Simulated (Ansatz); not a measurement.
An Ansatz (a quantum-chemistry and plane-wave program) run. Input:

Ansatz 0.2 input:
```yaml
crystal:
  lattice:
    - [0.0, 5.5982053811, 5.5982053811]
    - [5.5982053811, 0.0, 5.5982053811]
    - [5.5982053811, 5.5982053811, 0.0]
  atoms:
    - { symbol: Rb, position: [0.75, 0.75, 0.75] }
    - { symbol: Rb, position: [0.25, 0.25, 0.25] }
    - { symbol: Na, position: [0.5, 0.5, 0.5] }
    - { symbol: Tl, position: [0.0, 0.0, 0.0] }
    - { symbol: Br, position: [0.7550375553, 0.2449624447, 0.2449624447] }
    - { symbol: Br, position: [0.2449624447, 0.7550375553, 0.7550375553] }
    - { symbol: Br, position: [0.2449624447, 0.7550375553, 0.2449624447] }
    - { symbol: Br, position: [0.7550375553, 0.2449624447, 0.7550375553] }
    - { symbol: Br, position: [0.2449624447, 0.2449624447, 0.7550375553] }
    - { symbol: Br, position: [0.7550375553, 0.7550375553, 0.2449624447] }
kpoints:
  mp_grid: { grid: [3, 3, 3] }
hamiltonian:
  xc: hse06
  pseudopotentials: { kind: paw }
scf:
  n_extra_bands: 10
  occupations: { method: fixed }
output:
  eigenvalues: true
  eigenstates:
    e_range: [-9.0, 9.9]
    kpoints:
      - [0.0, 0.0, 0.0]  # VBM
      - [0.0, 0.0, 0.0]  # CBM
      - [0.0, 0.0, 0.0]  # GAMMA
      - [0.5, 0.0, 0.5]  # X
      - [0.5, 0.5, 0.5]  # L
      - [0.5, 0.25, 0.75]  # W
      - [0.375, 0.375, 0.75]  # K
      - [0.625, 0.25, 0.625]  # U
```

Output (shortened):

```
Pseudopotential: Rb, paw, valence charge 9
Pseudopotential: Na, paw, valence charge 9
Pseudopotential: Tl, paw, valence charge 13
Pseudopotential: Br, paw, valence charge 7
Functional definition: HSE06
davidson cushion auto → on  (no smearing: the cushion is to keep the highest requested band from converging to the state above it …
Crystal: 10 atoms, lattice volume = 350.894 Å³
Basis set: ecut = 420 eV, 6855 PW (Γ)
Bands: 51, of which v1, the nominal top of the filled ones, is band 41 counted from 1 (40 counted from 0)
Symmetry: 48 space group operations
Space group: Fm-3m (ITA 225), of the structure as read, at distance tolerance 7.1e-5 Å
k-points: 4 of 27
SCF iter   1: F=—  HF=-36176.391140 eV  |F-HF|=—  |Δ(HF+E_count)|=         —  Δρ=1.22e-3  dr2=5.74e-3  ethr=1.77e-3  ⟨swp⟩=14.8  Hψ=994  notcnv=0
preconditioner: auto → none
SCF iter   2: F=—  HF=-36176.392478 eV  |F-HF|=—  |Δ(HF+E_count)|=   1.34e-3  Δρ=3.68e-4  dr2=5.80e-4  ethr=7.00e-6  ⟨swp⟩=8.2  Hψ=776  notcnv=0  defer=1
SCF iter   3: F=—  HF=-36176.392568 eV  |F-HF|=—  |Δ(HF+E_count)|=   9.02e-5  Δρ=1.78e-4  dr2=2.06e-4  ethr=7.07e-7  ⟨swp⟩=5.0  Hψ=620  notcnv=0
iter 4 solved again at ethr=2.28e-8 eV; its pass at ethr=2.51e-7 eV (dr2=1.87e-5 eV) is discarded
SCF iter   4: F=-36176.392597 eV  HF=-36176.392579 eV  |F-HF|=1.85e-5  |Δ(HF+E_count)|=   1.03e-5  Δρ=8.47e-5  dr2=1.85e-5  ethr=2.28e-8  ⟨swp⟩=2.8  Hψ=1028  notcnv=0
SCF 1 stopped early in 4 iterations: F = -36176.392597 eV  dr2 = 1.85e-5
Crystal: 10 atoms, lattice volume = 350.894 Å³
Exchange kernel: α = 0.2500, screened, ω = 0.2079 Å⁻¹, Wigner–Seitz truncation, v(0) = 1046.5852 eV·Å³, q-mesh 3×3×3, nearest image of the exchange supercell L …
Frozen-core exchange: fock
SCF iter   1: F=—  HF=-36196.791201 eV  |F-HF|=—  |Δ(HF+E_count)|=         —  Δρ=3.92e-3  dr2=4.38e-2  ethr=2.26e-7  ⟨swp⟩=10.2  Hψ=1293  notcnv=0
preconditioner: auto → none
SCF iter   2: F=—  HF=-36196.779135 eV  |F-HF|=—  |Δ(HF+E_count)|=   1.21e-2  Δρ=1.61e-3  dr2=9.26e-3  ethr=2.26e-7  ⟨swp⟩=6.2  Hψ=838  notcnv=0
SCF iter   3: F=—  HF=-36196.796330 eV  |F-HF|=—  |Δ(HF+E_count)|=   1.72e-2  Δρ=9.69e-4  dr2=4.53e-3  ethr=2.26e-7  ⟨swp⟩=6.0  Hψ=854  notcnv=0
SCF iter   4: F=—  HF=-36196.795083 eV  |F-HF|=—  |Δ(HF+E_count)|=   1.25e-3  Δρ=9.71e-5  dr2=7.83e-5  ethr=2.26e-7  ⟨swp⟩=5.5  Hψ=728  notcnv=0
SCF iter   5: F=—  HF=-36196.795423 eV  |F-HF|=—  |Δ(HF+E_count)|=   3.40e-4  Δρ=9.33e-5  dr2=8.87e-5  ethr=2.39e-8  ⟨swp⟩=5.2  Hψ=707  notcnv=0
SCF iter   6: F=-36196.795395 eV  HF=-36196.795401 eV  |F-HF|=6.41e-6  |Δ(HF+E_count)|=   2.18e-5  Δρ=2.79e-5  dr2=1.10e-5  ethr=2.39e-8  ⟨swp⟩=5.0  Hψ=640  notcnv=0
SCF 2 stopped early in 6 iterations: F = -36196.795395 eV  dr2 = 1.10e-5
hybrid outer 1: dexx = +2.169e-2 eV, tail = 5.87e-5 eV
Crystal: 10 atoms, lattice volume = 350.894 Å³
Exchange kernel: α = 0.2500, screened, ω = 0.2079 Å⁻¹, Wigner–Seitz truncation, v(0) = 1046.5852 eV·Å³, q-mesh 3×3×3, nearest image of the exchange supercell L …
Frozen-core exchange: fock
SCF iter   1: F=—  HF=-36196.796414 eV  |F-HF|=—  |Δ(HF+E_count)|=         —  Δρ=2.94e-5  dr2=2.32e-6  ethr=3.58e-7  ⟨swp⟩=3.0  Hψ=552  notcnv=0
preconditioner: auto → none
iter 2 solved again at ethr=1.90e-10 eV; its pass at ethr=1.97e-9 eV (dr2=1.56e-7 eV) is discarded
SCF iter   2: F=—  HF=-36196.796414 eV  |F-HF|=—  |Δ(HF+E_count)|=   6.24e-7  Δρ=1.09e-5  dr2=2.34e-7  ethr=1.90e-10  ⟨swp⟩=2.2  Hψ=1118  notcnv=0
SCF iter   3: F=—  HF=-36196.796414 eV  |F-HF|=—  |Δ(HF+E_count)|=   5.87e-7  Δρ=5.06e-6  dr2=1.22e-7  ethr=1.90e-10  ⟨swp⟩=5.0  Hψ=618  notcnv=0
SCF iter   4: F=-36196.796414 eV  HF=-36196.796414 eV  |F-HF|=1.16e-9  |Δ(HF+E_count)|=   3.38e-8  Δρ=9.97e-7  dr2=3.66e-9  ethr=1.41e-10  ⟨swp⟩=4.0  Hψ=557  notcnv=0
SCF 3 converged in 4 iterations: F = -36196.796414 eV  dr2 = 3.66e-9
hybrid outer 2: dexx = +9.980e-7 eV, tail = 2.39e-8 eV, Δε = 4.10e-3 eV (about 7.92e-5 eV left of the loop's levels)
NSCF: frozen V_eff on 8 k-points
hybrid SCF converged: 2 outer / 10 inner (+4 warm-up), last move |dexx| = 9.98e-7 eV, tail = 2.39e-8 eV
Stability not checked (fock_operator)
Free energy (F): -36196.796415 eV
Frozen-core exchange: fock
Harris-Foulkes:  -36196.796415 eV  (|F-HF|=1.16e-9)
Internal energy: -36196.796415 eV  (E = F + TS)
E sigma→0 (E₀):  -36196.796415 eV
Fermi energy:    1.126190 eV
--- Per-component energies (eV) ---
  E_band       = -717.340355
  E_kinetic    = 1646.323105
  E_local      = -5474.077398  (includes V_loc(G=0)·N_el)
  E_nonlocal   = 1197.752926
  E_hartree    = 1800.628429
  E_xc         = -1671.978559
  E_vxc        = -868.074373  (∫ρ·V_xc dr)
  E_exx        = -190.253576  (= α·E_x^exact, valence–valence)
  E_paw        = -29425.695982  (= ΣΔE_a)
  E_vpaw       = -440.013980  (= ΣTr[D̂ρ^β])
  E_aug_tail   = 0.000010  (compensation charges beyond the density's cutoff)
  E_ewald      = -4077.047876
  E_core_change = -2.447495  (= ΣΔE_core)
  E_smearing   =  0.000000  (= −TS)
  E_closure    =  0.000000  (closes the sum)
  Σ components = -36196.796415   (vs F -36196.796415, Δ=0.00e0)
  [band-id]    e_kinetic+e_local+e_nonlocal+2·e_hartree+e_vxc+2·e_exx+e_vpaw+e_augmentation_tail = -717.340003   (vs E_band -717.340355, Δ=3.52e-4)
--- Band table (eV) ---
  k-point 0: bands = ["-52.8933", "-25.7847", "-25.7836", "-23.0719", "-23.0719", "-23.0719", "-13.3702", "-12.9718", "-12.9718", "-12.8719", "-12.8719", "-12.8719", "-10.2196", "-10.2196", "-10.2196", "-10.0801", "-10.0801", "-8.7014", "-8.7014", "-8.7014", …
  k-point 1: bands = ["-52.8933", "-25.7844", "-25.7839", "-23.0719", "-23.0719", "-23.0719", "-13.2950", "-13.0069", "-13.0069", "-12.9704", "-12.8336", "-12.8336", "-10.2193", "-10.2193", "-10.2190", "-10.0931", "-10.0931", "-8.6926", "-8.6926", "-8.6840", …
  k-point 2: bands = ["-52.8933", "-25.7844", "-25.7839", "-23.0719", "-23.0719", "-23.0719", "-13.2838", "-13.0677", "-12.9693", "-12.8791", "-12.8791", "-12.8712", "-10.2191", "-10.2190", "-10.2190", "-10.1182", "-10.0797", "-8.6880", "-8.6880", "-8.6816", …
  k-point 3: bands = ["-52.8933", "-25.7841", "-25.7841", "-23.0719", "-23.0719", "-23.0719", "-13.2372", "-13.0975", "-13.0067", "-12.8976", "-12.8807", "-12.8362", "-10.2190", "-10.2190", "-10.2188", "-10.1134", "-10.0929", "-8.6848", "-8.6830", "-8.6772", …
```

Cost: roughly 15 core-minutes on shared cores.

The points marked VBM and CBM come from a semilocal run.

The workflow started from a Materials Project entry (that database holds measured and hypothetical structures alike); the Crystallography Open Database copy checked does not list it. Its standing as an ambient phase is unchecked. The cell was relaxed with r²SCAN under the symmetry of its start; whether a distortion lowers the energy is not shown. Scalar-relativistic: spin–orbit coupling is off unless named, which matters more the heavier the elements.

Potentials: the later of the program's two PAW sets.

Ansatz is a plane-wave DFT program.
